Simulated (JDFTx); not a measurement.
An input for a modified build of JDFTx (Re(0001), CANDLE, water, 1 M NaF; bohr, hartree) and the course of its log:

```
lattice \
  5.2257354871 2.6128677530 0.0000000000 \
  0.0000000000 4.5256196991 0.0000000000 \
  0.0000000000 0.0000000000 42.8967830290
coords-type Lattice
ion Re 0.6666666668 0.6666666668 -0.1478055070 0
ion Re 0.0000000002 0.0000000002 -0.0492685020 0
ion Re 0.6666666668 0.6666666668 0.0492685020 0
ion Re 0.0000000002 0.0000000002 0.1478055070 0
ion-species pseudo/re_pbe_v1.2.upf
elec-cutoff 20 100
elec-ex-corr gga-PBE
coulomb-interaction Slab 001
coulomb-truncation-embed 0 0 0
kpoint-folding 8 8 1
elec-smearing Fermi 0.01
elec-n-bands 41
electronic-scf nIterations 100 energyDiffThreshold 1e-08
fluid LinearPCM
pcm-variant CANDLE
fluid-solvent H2O
fluid-cation Na+ 1
fluid-anion F- 1
fluid-minimize nIterations 400 knormThreshold 1e-11
wavefunction read vac.wfns
elec-initial-eigenvals vac.eigenvals
dump-name f0.$VAR
dump End State Ecomponents EigStats BandEigs Forces ElecDensity IonicPositions Fillings Kpoints Dtot FluidDebug BoundCharge FluidDensity
```

```
[one cycle in 5 is shown, and the last three; fluid-solver lines are left out]
	FillingsUpdate:  mu: -0.176782689  nElectrons: 60.000000
SCF: Cycle:  0   F: -319.139703387362147   dF: +4.089e-06   |Residual|: 1.235e-03   |deigs|: 1.831e-04
	FillingsUpdate:  mu: -0.173243015  nElectrons: 60.000000
SCF: Cycle:  5   F: -319.139750271990920   dF: -2.418e-07   |Residual|: 1.861e-04   |deigs|: 3.610e-04
	FillingsUpdate:  mu: -0.172765412  nElectrons: 60.000000
SCF: Cycle: 10   F: -319.139750815367051   dF: +2.154e-08   |Residual|: 8.851e-05   |deigs|: 3.092e-04
	FillingsUpdate:  mu: -0.172793549  nElectrons: 60.000000
SCF: Cycle: 15   F: -319.139751045517585   dF: -1.013e-07   |Residual|: 9.628e-06   |deigs|: 2.675e-05
	FillingsUpdate:  mu: -0.172829700  nElectrons: 60.000000
SCF: Cycle: 20   F: -319.139750961316338   dF: +7.568e-08   |Residual|: 4.327e-05   |deigs|: 4.349e-05
	FillingsUpdate:  mu: -0.172808434  nElectrons: 60.000000
SCF: Cycle: 25   F: -319.139751028010608   dF: +1.730e-08   |Residual|: 2.094e-05   |deigs|: 1.926e-05
	FillingsUpdate:  mu: -0.172804679  nElectrons: 60.000000
SCF: Cycle: 30   F: -319.139751026533474   dF: +2.024e-08   |Residual|: 2.397e-05   |deigs|: 1.938e-05
	FillingsUpdate:  mu: -0.172794862  nElectrons: 60.000000
SCF: Cycle: 35   F: -319.139751047285188   dF: -2.706e-08   |Residual|: 4.416e-06   |deigs|: 1.632e-05
	FillingsUpdate:  mu: -0.172802665  nElectrons: 60.000000
SCF: Cycle: 40   F: -319.139751010283135   dF: +3.714e-08   |Residual|: 3.340e-05   |deigs|: 1.494e-05
	FillingsUpdate:  mu: -0.172804054  nElectrons: 60.000000
SCF: Cycle: 45   F: -319.139751019243079   dF: +2.350e-08   |Residual|: 2.600e-05   |deigs|: 1.105e-05
	FillingsUpdate:  mu: -0.172777140  nElectrons: 60.000000
SCF: Cycle: 50   F: -319.139750924179054   dF: +1.232e-07   |Residual|: 5.574e-05   |deigs|: 2.326e-05
	FillingsUpdate:  mu: -0.172799435  nElectrons: 60.000000
SCF: Cycle: 55   F: -319.139751036248640   dF: +9.753e-09   |Residual|: 1.699e-05   |deigs|: 6.437e-06
	FillingsUpdate:  mu: -0.172795690  nElectrons: 60.000000
SCF: Cycle: 60   F: -319.139751047558434   dF: -3.297e-08   |Residual|: 5.693e-06   |deigs|: 1.796e-05
	FillingsUpdate:  mu: -0.172789413  nElectrons: 60.000000
SCF: Cycle: 65   F: -319.139751044328023   dF: +2.423e-09   |Residual|: 9.977e-06   |deigs|: 9.512e-06
	FillingsUpdate:  mu: -0.172791390  nElectrons: 60.000000
SCF: Cycle: 70   F: -319.139751045888318   dF: -1.329e-08   |Residual|: 1.141e-05   |deigs|: 2.256e-05
	FillingsUpdate:  mu: -0.172804351  nElectrons: 60.000000
SCF: Cycle: 75   F: -319.139751035499614   dF: +1.145e-08   |Residual|: 1.714e-05   |deigs|: 1.983e-05
	FillingsUpdate:  mu: -0.172794145  nElectrons: 60.000000
SCF: Cycle: 80   F: -319.139751046204708   dF: -1.683e-08   |Residual|: 1.108e-05   |deigs|: 1.579e-05
	FillingsUpdate:  mu: -0.172789282  nElectrons: 60.000000
SCF: Cycle: 85   F: -319.139751044823072   dF: +1.898e-09   |Residual|: 9.540e-06   |deigs|: 9.546e-06
	FillingsUpdate:  mu: -0.172808246  nElectrons: 60.000000
SCF: Cycle: 90   F: -319.139751030416619   dF: +1.594e-08   |Residual|: 2.002e-05   |deigs|: 2.686e-05
	FillingsUpdate:  mu: -0.172789249  nElectrons: 60.000000
SCF: Cycle: 95   F: -319.139751047237610   dF: -1.203e-08   |Residual|: 5.727e-06   |deigs|: 1.151e-05
	FillingsUpdate:  mu: -0.172781346  nElectrons: 60.000000
SCF: Cycle: 97   F: -319.139751046576748   dF: -1.007e-08   |Residual|: 4.887e-06   |deigs|: 1.810e-05
	FillingsUpdate:  mu: -0.172808233  nElectrons: 60.000000
SCF: Cycle: 98   F: -319.139751028127762   dF: +1.845e-08   |Residual|: 2.300e-05   |deigs|: 2.782e-05
	FillingsUpdate:  mu: -0.172788043  nElectrons: 60.000000
SCF: Cycle: 99   F: -319.139751045693856   dF: -1.757e-08   |Residual|: 1.062e-05   |deigs|: 2.098e-05
SCF: None of the convergence criteria satisfied after 100 iterations.
IonicMinimize: Iter:   0  F: -319.139751045693856  |grad|_K:  0.000e+00
IonicMinimize: Converged (|grad|_K<1.000000e-04).
```

This run gave no converged result. The loop ran out of cycles short of its threshold. It has stalled and not diverged: the last ten energies span 2e-08 Ha, so the total is near its end, but levels, forces and charges aren't shown converged.
